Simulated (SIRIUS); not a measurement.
Input and output of a self-consistent single point for Te (Pmc2_1, 4 atoms in the cell; from Materials Project mp-1178952, changed as shown) (SIRIUS).

Level of theory: LDA (PW92), FP-LAPW (LAPW with two local orbitals a valence shell; core below -3 Ha), all-electron full potential with ZORA scalar-relativistic valence and Dirac core (SIRIUS).

The change in words: lattice scaled by 0.98. Reference geometry (Pmc2_1):
```
CELL_PARAMETERS angstrom
      3.13077     0.00000     0.00000
      0.00000     4.74291     0.00000
      0.00000     0.00000     8.98561
ATOMIC_POSITIONS crystal
  Te 0.50000 0.54527 0.76081
  Te 0.50000 0.45473 0.26081
  Te 0.50000 0.98747 0.00919
  Te 0.50000 0.01253 0.50919
```

Reference input (self-consistent single point, DFT, LDA (PW92), FP-LAPW (LAPW with two local orbitals a valence shell; core below -3 Ha), all-electron full potential with ZORA scalar-relativistic valence and Dirac core): parameters.ngridk = 8 6 4; basis = LAPW with two local orbitals a valence shell, core below -3 Ha; unit_cell.atom_type_rmt = {Te: 2.4} bohr; parameters.xc_functionals = [XC_LDA_X, XC_LDA_C_PW]; parameters.aw_cutoff = 7; parameters.pw_cutoff = 20 1/bohr; parameters.smearing = fermi_dirac; parameters.smearing_width = 0.00499791 Ha; parameters.electronic_structure_method = full_potential_lapwlo; parameters.lmax_apw = 8; parameters.lmax_rho = 8; parameters.lmax_pot = 8. This run's input differs from it in these lines:

```diff
@@ -36,7 +36,7 @@
     "lattice_vectors": [
-      [0.9999999762, 0.0, 0.0],
-      [0.0, 1.5149339898, 0.0],
-      [0.0, 0.0, 2.8700957867]
+      [0.999999941, 0.0, 0.0],
+      [0.0, 1.5149338041, 0.0],
+      [0.0, 0.0, 2.8700953767]
     ],
-    "lattice_vectors_scale": 5.916298,
+    "lattice_vectors_scale": 5.797973,
     "atom_coordinate_units": "A",
@@ -51,6 +51,6 @@
       "Te": [
-        [1.565385, 2.5861665357, 6.8363419441],
-        [1.565385, 2.1567434643, 2.3435369441],
-        [1.565385, 4.6834813377, 0.0825777559],
-        [1.565385, 0.0594286623, 4.5753827559]
+        [1.5340775, 2.534443314, 6.6996152574],
+        [1.5340775, 2.113608686, 2.2966662574],
+        [1.5340775, 4.5898119084, 0.0809262026],
+        [1.5340775, 0.0582400916, 4.4838752026]
       ]
```

Output, abridged:

```
[find] density tolerance         : 1e-06
[find] total energy tolerance    : 1e-07
[find] iter_solver_tol (initial) : 0.01
[find] iter_solver_tol (target)  : 1e-13
[find] num_dft_iter              : 100
Charges and magnetic moments
--------------------------------------------------------------------------------
atom      charge    core leakage
--------------------------------------------------------------------------------
   0   49.315230    0.000000e+00
   1   49.315230    0.000000e+00
   2   49.315277    0.000000e+00
   3   49.315277    0.000000e+00

total core leakage    : 0.00000000e+00
interstitial charge   : 10.738985
   [... lines left out ...]
[find]    3   49.274583    1.237183e-03
[find] total core leakage    : 4.94918616e-03
[find] interstitial charge   : 10.890731
[find] total charge          : 207.995047
[find] Energy
[find] smearing (-TS)                 :      -0.00453147
[find] Total energy                   :  -27165.15499934 (Ha),  -54330.30999868 (Ry)
[find] Free energy (E-TS)             :  -27165.15953080 (Ha),  -54330.31906161 (Ry)
[find] band gap (eV)                  :       0.00000000
[find] Efermi                         :       0.22011142
[find] iteration : 11, RMS (target) : 9.0367e-07 (1.0000e-06) , energy difference (target) : -2.3480e-08 (1.0000e-07)
[find] converged after 12 SCF iterations!
Warning in function "check_num_electrons" at src/density/density.cpp:1179
wrong number of electrons
  obtained value : 207.995
  target value : 208
  difference : 0.00495337
  total core leakage : 0.00494919
    atom class : 0, core leakage : 0.00123741
    atom class : 1, core leakage : 0.00123718
[find] Charges and magnetic moments
[find] atom      charge    core leakage
[find]    0   49.277575    1.237410e-03
[find]    1   49.277575    1.237410e-03
[find]    2   49.274583    1.237183e-03
[find]    3   49.274583    1.237183e-03
[find] total core leakage    : 4.94918616e-03
[find] interstitial charge   : 10.890731
[find] total charge          : 207.995047
[find] Energy
[find] smearing (-TS)                 :      -0.00453147
   [... lines left out ...]
[find] Free energy (E-TS)             :  -27165.15953080 (Ha),  -54330.31906161 (Ry)
[find] band gap (eV)                  :       0.00000000
   [... lines left out ...]
[find] Efermi                         :       0.22011142
[ground_state] ==== total Forces in Ha/bohr =====
[ground_state] atom:    0, force:      -0.0000000     -0.0039728     -0.0010035
[ground_state] atom:    1, force:       0.0000000      0.0039728     -0.0010035
[ground_state] atom:    2, force:      -0.0000000      0.0013549      0.0010036
[ground_state] atom:    3, force:       0.0000000     -0.0013549      0.0010036
```

The run converged in 12 iterations. Against the reference run the free energy falls by 19.6 meV/atom and the largest force goes from 0.045 to 0.211 eV/Å.

The structure comes from a collection of computed structures, made at another level of theory; the collection holds predicted forms beside known ones. No clean gap shows at this smearing width and mesh (spacing up to 0.26 Å⁻¹); the mesh is coarse for partly filled bands, so the values carry mesh errors. Semi-local functionals can close small gaps. Values depend on the basis (sphere radii, cutoffs, local orbitals), which need not be converged.

Cost on one core: very roughly 100 core-seconds.
